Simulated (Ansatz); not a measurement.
Here is the system:

TiGaNi:
```yaml
crystal:
  lattice:
    - [6.72523, 0.00000, 0.00000]
    - [-3.36262, 5.82422, 0.00000]
    - [0.00000, 0.00000, 3.13128]
  atoms:
    - { symbol: Ti, position: [0.00000, 0.60603, 0.50000] }
    - { symbol: Ti, position: [0.60603, 0.00000, 0.50000] }
    - { symbol: Ti, position: [0.39397, 0.39397, 0.50000] }
    - { symbol: Ga, position: [0.00000, 0.27180, 0.00000] }
    - { symbol: Ga, position: [0.27180, 0.00000, 0.00000] }
    - { symbol: Ga, position: [0.72820, 0.72820, 0.00000] }
    - { symbol: Ni, position: [0.00000, 0.00000, 0.50000] }
    - { symbol: Ni, position: [0.33333, 0.66667, 0.00000] }
    - { symbol: Ni, position: [0.66667, 0.33333, 0.00000] }
```

This is the r²SCAN-relaxed structure.

Problem. All from DFT-r²SCAN in the program Ansatz with PAW potentials, unless another level is named. Give the density of states at the Fermi level.

Solution. 0.63 states/eV per atom (mean over ±0.08 eV).

Problem. What about the formation energy from the elements (no fitted shifts)?

Solution. -0.58 eV/atom.

Space group P-62m. The workflow started from a Materials Project entry (that database holds measured and hypothetical structures alike); the Crystallography Open Database files this formula in space group No. 189, but the cells were not matched. Its standing as an ambient phase is unchecked. The cell was relaxed with r²SCAN under the symmetry of its start; whether a distortion lowers the energy is not shown. No spin polarisation was allowed. The references are the lowest solids computed at this level, not always the standard phases. Spin–orbit coupling is left out wherever it is not named.

Potentials: the later of the program's two PAW sets.
